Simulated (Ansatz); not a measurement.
Trial structure of CaH, not yet relaxed:

```cif
data_structure
_symmetry_space_group_name_H-M 'P6_3/mmc'
_symmetry_Int_Tables_number 194
_cell_length_a 3.7365
_cell_length_b 3.7365
_cell_length_c 6.1562
_cell_angle_alpha 90.000
_cell_angle_beta 90.000
_cell_angle_gamma 120.000
_cell_volume 74.43
loop_
_atom_site_label
_atom_site_type_symbol
_atom_site_symmetry_multiplicity
_atom_site_Wyckoff_symbol
_atom_site_fract_x
_atom_site_fract_y
_atom_site_fract_z
_atom_site_occupancy
Ca1 Ca 2 d 0.33333 0.66667 0.75000 1
H1 H 2 a 0.00000 0.00000 0.00000 1
```

Method: DFT PBE, scalar-relativistic, plane waves, PAW (Ansatz 0.2.0). Plane waves to 420 eV, a k mesh through Γ of 6×6×4 on the computed 4-atom cell and Gaussian smearing (0.10 eV); no spin polarisation.

Energies over the elements count from the elements' standard structures at the same level (H₂ as a molecule), with no fitted energy shifts.

**Question.** Estimate its pressure, forces and energy as it stands.

**Answer.** The pressure is -2.1 GPa (the mean over three directions, positive in compression), the largest force is 0.00 eV/Å (symmetry fixes the atoms), and the energy is −0.22 eV/atom against the elements. The shortest distance is 2.65 Å.

**Question.** Is it a good guess?

**Answer.** A good one: relaxing gains under 0.1 eV/atom (the start's value is from the coarse mesh, so the gain is rough) in 7 ionic steps and ends at −0.23 eV/atom on the finer mesh. The symmetry stays P6_3/mmc (No. 194). The end has the anti-nickel arsenide type. The volume per atom shrinks by 6.9 %, from 18.6 to 17.3 Å³. The shortest distance goes from 2.65 Å (Ca–H) to 2.59 Å (Ca–H). Conventional cell: a = 3.716 Å, c = 5.798 Å. Ca has 6 H at 2.59 Å; H is surrounded by 6 Ca at 2.59 Å and 2 H at 2.90 Å.

The last run used a 15×15×8 mesh (in the run's order of axes) for its 4-atom cell and Gaussian smearing of 0.10 eV. With hydrogen, zero-point motion can shift formation energies by some tens of meV/atom. The relaxation can't lower the symmetry of the start, and the grade says only how near the guess is to its own end. A structure relaxed within its symmetry needn't be a true minimum.
